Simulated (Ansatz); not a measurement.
# HfO2 (baddeleyite type, space group P2_1/c), frozen-phonon scan

HfO₂ (baddeleyite type, space group P2_1/c)

```
HfO2
1.0
    5.16120     0.00000     0.00000
    0.00000     5.21182     0.00000
   -0.89809     0.00000     5.27640
Hf O
4 8
Direct
  0.27574   0.04289   0.20837
  0.72426   0.54289   0.29163
  0.72426   0.95711   0.79163
  0.27574   0.45711   0.70837
  0.06715   0.32865   0.34844
  0.93285   0.82865   0.15156
  0.93285   0.67135   0.65156
  0.06715   0.17135   0.84844
  0.44917   0.75721   0.47664
  0.55083   0.25721   0.02336
  0.55083   0.24279   0.52336
  0.44917   0.74279   0.97664
```

The atoms are displaced by Q × the pattern below (from a DFPT mode at Γ, largest move 1; Q in Å), at fixed cell.

| atom | x | y | z |
|---|---|---|---|
| Hf1 | -0.040 | -0.004 | 0.016 |
| Hf2 | -0.040 | 0.004 | 0.016 |
| Hf3 | -0.040 | -0.004 | 0.016 |
| Hf4 | -0.040 | 0.004 | 0.016 |
| O5 | -0.068 | -0.881 | -0.468 |
| O6 | -0.068 | 0.881 | -0.468 |
| O7 | -0.068 | -0.881 | -0.468 |
| O8 | -0.068 | 0.881 | -0.468 |
| O9 | 0.514 | -0.221 | 0.285 |
| O10 | 0.514 | 0.221 | 0.285 |
| O11 | 0.514 | -0.221 | 0.285 |
| O12 | 0.514 | 0.221 | 0.285 |

Method: PBE (plane waves to 420 eV, PAW, scalar-relativistic; Ansatz, a quantum-chemistry and plane-wave program). k mesh 5×5×5 (Γ-centred), Fermi-Dirac smearing 0.05 eV. E stands for the smeared free energy. Compression counts positive. HfO2 is run without spin polarisation. HfO2 was relaxed with its symmetry unable to fall. Spin-orbit coupling is left out, though Hf is heavy. The zero of ΔE is the undisplaced structure.

| Q (Å) | ΔE (eV/cell) | P (GPa) | −dE/dQ from forces (eV/Å) |
|---|---|---|---|
| -0.180 | 1.280 | 4.35 | 14.409 |
| -0.150 | 0.885 | 3.02 | 11.909 |
| -0.120 | 0.565 | 1.93 | 9.464 |
| -0.090 | 0.317 | 1.09 | 7.063 |
| -0.060 | 0.141 | 0.48 | 4.692 |
| -0.030 | 0.035 | 0.12 | 2.341 |
| 0.000 | 0.000 | 0.00 | 0.000 |
| 0.030 | 0.035 | 0.12 | -2.341 |
| 0.060 | 0.141 | 0.48 | -4.692 |
| 0.090 | 0.317 | 1.09 | -7.063 |
| 0.120 | 0.565 | 1.93 | -9.464 |
| 0.150 | 0.885 | 3.02 | -11.909 |
| 0.180 | 1.280 | 4.35 | -14.409 |

Derived quantities:

* **Energy at Q = 0.180 Å**: 1280 meV/cell
* **Space group of the distorted cell**: Pc (No. 7), lowered from P2_1/c
* **Symmetry of the curve**: even: the same for both signs
* **Shape of the curve**: a single well with its minimum at or next to zero displacement
* **Harmonic wavenumber from the curvature (finite differences)**: 484 cm⁻¹
* **Wavenumber by perturbation theory (DFPT, on another k mesh)**: 484 cm⁻¹

(For displaced atoms, the force is minus the slope of the energy, and its curvature is a force constant, which sets phonon frequencies.)
